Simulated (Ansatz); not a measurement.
An Ansatz (a quantum-chemistry and plane-wave program) run. Input:

Ansatz 0.2 input:
```yaml
crystal:
  lattice:
    - [1.3763878051, 0.7946578698, 6.6571020798]
    - [-1.3763878051, 0.7946578698, 6.6571020798]
    - [0.0, -1.5893157396, 6.6571020798]
  atoms:
    - { symbol: Re, position: [0.0, 0.0, 0.0] }
    - { symbol: Re, position: [0.2222183039, 0.2222183039, 0.2222183039] }
    - { symbol: Re, position: [0.7777816961, 0.7777816961, 0.7777816961] }
kpoints:
  mp_grid: { grid: [13, 13, 13] }
  band_path:
    path:
      - [[0.0, 0.0, 0.0], [0.5, 0.5, 0.5], [0.8238338784, 0.1761661216, 0.5]]  # Γ-T-H_2
      - [[0.5, -0.1761661216, 0.1761661216], [0.5, 0.0, 0.0], [0.0, 0.0, 0.0], [0.3380830608, -0.3380830608, 0.0]]  # H_0-L-Γ-S_0
      - [[0.6619169392, 0.0, 0.3380830608], [0.5, 0.0, 0.5], [0.0, 0.0, 0.0]]  # S_2-F-Γ
    npoints: 10
basis: { xc_grid: 2 }
hamiltonian:
  xc: pbesol
  pseudopotentials: { kind: paw }
magnetization: { noncollinear: true, spin_orbit: true }
scf:
  n_extra_bands: 13
  convergence: { dr2_threshold: 0.0000000001 }
  occupations: { method: gaussian, width: 0.05 }
output: { eigenvalues: true }
```

Output (shortened):

```
basis.fft_grid_basis auto: the FFT boxes are laid along the combinations [[1, 0, -1], [0, 1, -1], [0, 0, 1]] of the cell's own vectors, 2.753, 2.753 and 6.844 …
Pseudopotentials: kind: paw_fr
Pseudopotential: Re, paw_fr, valence charge 15
Functional definition: PBEsol
non-collinear run that drives no moment, with spin-orbit …
Crystal: 3 atoms, lattice volume = 43.688 Å³
Basis set: ecut = 420 eV, 863 PW (Γ), FFT grids on a1−a3, a2−a3, a3, exchange–correlation on 40×40×96 points (8 copies of the dense FFT grid, shifted against one another)
Bands: 58, of which v1, the nominal top of the filled ones, is band 45 counted from 1 (44 counted from 0)
Symmetry: 12 space group operations + 12 with time reversal
k-points: 231 of 2197
Projection manifold: j_resolved (fully-relativistic pseudo-atomic orbitals)
PAW frozen core: Re, regenerated for the run's functional, and the local potential with it
Initial density: superposition of atomic densities (chi_scale 0.1, normalization cell)
Initial wavefunctions: pseudopotential atomic-orbital guess
Eigensolver: davidson
Functional: x = pbesol(κ = 0.804, μ = 0.12345679012345678), c = pbesol(β = 0.046)
SCF iter   1: F=—  HF=-32291.496716 eV  |F-HF|=—  |Δ(HF+E_count)|=         —  Δρ=6.33e-2  dr2=1.63e0  dr2_m=0.00e0 (ungated)  ethr=3.10e-3  |M|=0.00e0 ∫|m|=0.00e0 μB  |m|>n=0.0e0 m-floor=0.0e0 τ_xc=0.0e0  β_m=0.30  ⟨swp⟩=5.4  Hψ=27328  notcnv=0  defer=58
all-band conjugate gradients solve this SCF's bands
preconditioner: auto → Kerker (q_TF=auto, 2.742 Å⁻¹)
spin=Noncollinear: Kerker preconditioning applied to the charge; magnetization (m_x, m_y, m_z) channels mix plain (no charge-response kernel on spin).
SCF iter   2: F=—  HF=-32291.187783 eV  |F-HF|=—  |Δ(HF+E_count)|=   3.09e-1  Δρ=4.64e-2  dr2=8.48e-1  dr2_m=0.00e0 (ungated)  ethr=3.10e-3  |M|=0.00e0 ∫|m|=0.00e0 μB  |m|>n=0.0e0 m-floor=0.0e0 τ_xc=0.0e0  β_m=0.65  ⟨swp⟩=2.0  Hψ=8570  notcnv=0  defer=1430
SCF iter   3: F=—  HF=-32290.852260 eV  |F-HF|=—  |Δ(HF+E_count)|=   3.36e-1  Δρ=4.31e-3  dr2=6.86e-3  dr2_m=0.00e0 (ungated)  ethr=1.89e-3  |M|=0.00e0 ∫|m|=0.00e0 μB  |m|>n=0.0e0 m-floor=0.0e0 τ_xc=0.0e0  β_m=0.74  ⟨swp⟩=2.9  Hψ=11416  notcnv=0  defer=1440
SCF iter   4: F=—  HF=-32290.853412 eV  |F-HF|=—  |Δ(HF+E_count)|=   1.15e-3  Δρ=1.83e-3  dr2=1.30e-3  dr2_m=0.00e0 (ungated)  ethr=1.52e-5  |M|=0.00e0 ∫|m|=0.00e0 μB  |m|>n=0.0e0 m-floor=0.0e0 τ_xc=0.0e0  β_m=0.84  ⟨swp⟩=1.5  Hψ=7613  notcnv=0  defer=1424
SCF iter   5: F=—  HF=-32290.853397 eV  |F-HF|=—  |Δ(HF+E_count)|=   1.48e-5  Δρ=3.37e-4  dr2=7.62e-5  dr2_m=0.00e0 (ungated)  ethr=2.90e-6  |M|=0.00e0 ∫|m|=0.00e0 μB  |m|>n=0.0e0 m-floor=0.0e0 τ_xc=0.0e0  β_m=0.92  ⟨swp⟩=2.2  Hψ=8646  notcnv=0  defer=1424
SCF iter   6: F=—  HF=-32290.853389 eV  |F-HF|=—  |Δ(HF+E_count)|=   8.19e-6  Δρ=5.94e-5  dr2=1.50e-6  dr2_m=0.00e0 (ungated)  ethr=1.69e-7  |M|=0.00e0 ∫|m|=0.00e0 μB  |m|>n=0.0e0 m-floor=0.0e0 τ_xc=0.0e0  β_m=0.96  ⟨swp⟩=2.4  Hψ=8540  notcnv=0  defer=1424
SCF iter   7: F=—  HF=-32290.853388 eV  |F-HF|=—  |Δ(HF+E_count)|=   8.13e-7  Δρ=1.04e-5  dr2=1.28e-7  dr2_m=0.00e0 (ungated)  ethr=3.32e-9  |M|=0.00e0 ∫|m|=0.00e0 μB  |m|>n=0.0e0 m-floor=0.0e0 τ_xc=0.0e0  β_m=0.98  ⟨swp⟩=2.5  Hψ=9310  notcnv=0  defer=1424
SCF iter   8: F=—  HF=-32290.853388 eV  |F-HF|=—  |Δ(HF+E_count)|=   1.28e-8  Δρ=1.49e-6  dr2=2.62e-9  dr2_m=0.00e0 (ungated)  ethr=2.84e-10  |M|=0.00e0 ∫|m|=0.00e0 μB  |m|>n=0.0e0 m-floor=0.0e0 τ_xc=0.0e0  β_m=0.99  ⟨swp⟩=1.3  Hψ=6131  notcnv=0  defer=1424
SCF iter  10: F=-32290.853388 eV  HF=-32290.853388 eV  |F-HF|=7.28e-12  |Δ(HF+E_count)|=  1.46e-11  Δρ=4.43e-8  dr2=4.83e-13  dr2_m=0.00e0 (ungated)  ethr=1.00e-12  |M|=0.00e0 ∫|m|=0.00e0 μB  |m|>n=0.0e0 m-floor=0.0e0 τ_xc=0.0e0  ⟨swp⟩=7.1  Hψ=19398  notcnv=0
SCF 1 converged in 10 iterations: F = -32290.853388 eV  dr2 = 4.83e-13
NSCF: frozen V_eff on 73 k-points
SCF converged after 10 iterations
Magnetization: |M| = 0.0000 μB,  M = (+0.0000, +0.0000, +0.0000) μB
Absolute magnetization: 0.0000 μB (∫|m|)
  site 0: m = (+0.0000, +0.0000, +0.0000) μB, |m| = 0.0000 μB  (R = 1.13 Å)
  site 1: m = (+0.0000, +0.0000, +0.0000) μB, |m| = 0.0000 μB  (R = 1.13 Å)
  site 2: m = (+0.0000, +0.0000, +0.0000) μB, |m| = 0.0000 μB  (R = 1.13 Å)
Free energy (F): -32290.853388 eV
Harris-Foulkes:  -32290.853388 eV  (|F-HF|=7.28e-12)
Internal energy: -32290.850353 eV  (E = F + TS)
E sigma→0 (E₀):  -32290.851871 eV
Entropy (-TS):   -0.003035 eV (-1.012 meV/atom)
Fermi energy:    24.255681 eV
--- Per-component energies (eV) ---
  E_band       = -219.338810
  E_kinetic    = 1625.281444
  E_local      = -2249.055126  (includes V_loc(G=0)·N_el)
  E_nonlocal   = 134.347893
  E_hartree    = 807.133594
  E_xc         = -1201.891378
  E_vxc        = -912.629671  (∫ρ·V_xc dr)
  E_paw        = -25659.644499  (= ΣΔE_a)
  E_vpaw       = -431.550310  (= ΣTr[D̂ρ^β])
  E_aug_tail   = -0.000228  (compensation charges beyond the density's cutoff)
  E_ewald      = -5747.736617
  E_core_change = 0.714564  (= ΣΔE_core)
  E_smearing   = -0.003035  (= −TS)
  E_closure    = 0.000000  (closes the sum)
  Σ components = -32290.853388   (vs F -32290.853388, Δ=0.00e0)
  [band-id]    e_kinetic+e_local+e_nonlocal+2·e_hartree+e_vxc+e_vpaw+e_augmentation_tail = -219.338810   (vs E_band -219.338810, Δ=3.04e-7)
--- Band table (eV; the first three rows and the last of 231) ---
  k-point 0: bands = ["-55.4609", "-55.4609", "-55.3597", "-55.3597", "-55.3246", "-55.3246", "-25.3009", "-25.3009", "-25.2484", "-25.2484", "-25.0083", "-25.0083", "-14.6203", "-14.6203", "-14.5762", "-14.5762", "-13.9505", "-13.9505", "-13.8853", "-13.8853", "-13.7387", "-13.7387", "-13.7240", "-13.7240", "14.1816", "14.1816", "17.2587", "17.2587", "17.3086", "17.3086", "21.9294", "21.9294", "22.2764", "22.2764", "22.3030", "22.3030", "22.3073", "22.3073", "22.3297", "22.3297", "22.6583", "22.6583", "22.6882", "22.6882", "22.9727", "22.9727", "23.3490", "23.3490", "24.8177", "24.8177", "24.9776", "24.9776", "26.6957", "26.6957", "27.1264", "27.1264", "27.3638", "27.3638"]
  k-point 1: bands = ["-55.4550", "-55.4550", "-55.3559", "-55.3559", "-55.3208", "-55.3208", "-25.3109", "-25.3109", "-25.2559", "-25.2559", "-25.0248", "-25.0248", "-14.6359", "-14.6359", "-14.5713", "-14.5713", "-13.9867", "-13.9867", "-13.9225", "-13.9225", "-13.7930", "-13.7930", "-13.7391", "-13.7391", "14.4325", "14.4325", "17.4757", "17.4757", "17.5721", "17.5721", "21.6044", "21.6044", "21.7748", "21.7748", "22.0051", "22.0051", "22.2506", "22.2506", "22.5055", "22.5055", "22.7475", "22.7475", "22.8508", "22.8508", "23.1629", "23.1629", "23.4833", "23.4833", "24.6547", "24.6547", "24.7718", "24.7718", "26.9015", "26.9015", "27.2319", "27.2319", "27.5459", "27.5459"]
  k-point 2: bands = ["-55.4386", "-55.4386", "-55.3454", "-55.3454", "-55.3105", "-55.3105", "-25.3377", "-25.3377", "-25.2777", "-25.2777", "-25.0714", "-25.0714", "-14.6688", "-14.6688", "-14.5775", "-14.5775", "-14.0811", "-14.0811", "-14.0167", "-14.0167", "-13.9463", "-13.9463", "-13.7758", "-13.7758", "15.1375", "15.1375", "18.0364", "18.0364", "18.2697", "18.2697", "20.7174", "20.7174", "21.0497", "21.0497", "21.5759", "21.5759", "21.9947", "21.9947", "22.7259", "22.7259", "22.9032", "22.9032", "23.2031", "23.2031", "23.5652", "23.5652", "23.7562", "23.7562", "24.3279", "24.3279", "24.6430", "24.6430", "27.1048", "27.1048", "27.4052", "27.4052", "27.8344", "27.8344"]
  k-point 230: bands = ["-55.4428", "-55.4428", "-55.3852", "-55.3852", "-55.3038", "-55.3038", "-25.3719", "-25.3719", "-25.1320", "-25.1320", "-25.0877", "-25.0877", "-14.8576", "-14.8576", "-14.0846", "-14.0846", "-14.0551", "-14.0551", "-14.0045", "-14.0045", "-13.8454", "-13.8454", "-13.8036", "-13.8036", "15.5876", "15.5876", "15.7180", "15.7180", "17.6489", "17.6489", "21.5506", "21.5506", "21.7493", "21.7493", "21.9160", "21.9160", "22.3747", "22.3747", "22.5308", "22.5308", "22.6455", "22.6455", "22.9806", "22.9806", "23.2852", "23.2852", "24.0337", "24.0337", "25.1417", "25.1417", "25.4281", "25.4281", "26.0295", "26.0295", "26.1490", "26.1490", "27.9771", "27.9771"]
  band table: 58 of 58 bands, residual norms ≤ 1.0e-3 eV
```

Cost: roughly 2.3 core-minutes on shared cores.

Space group R-3m (9R (Sm type)). The workflow started from a Materials Project entry (that database holds measured and hypothetical structures alike); the Crystallography Open Database copy checked does not list it. It is not the phase usual at ambient conditions (space group No. 194). The PBEsol relaxation kept the symmetry of its start; of distortions, only those at the zone centre were tested. No spin polarisation was allowed. Axis ratios of metals converge slowly with the k-mesh, so a and c are less sure than the volume.

Potentials: the later of the program's two PAW sets.

Ansatz is a plane-wave DFT program.
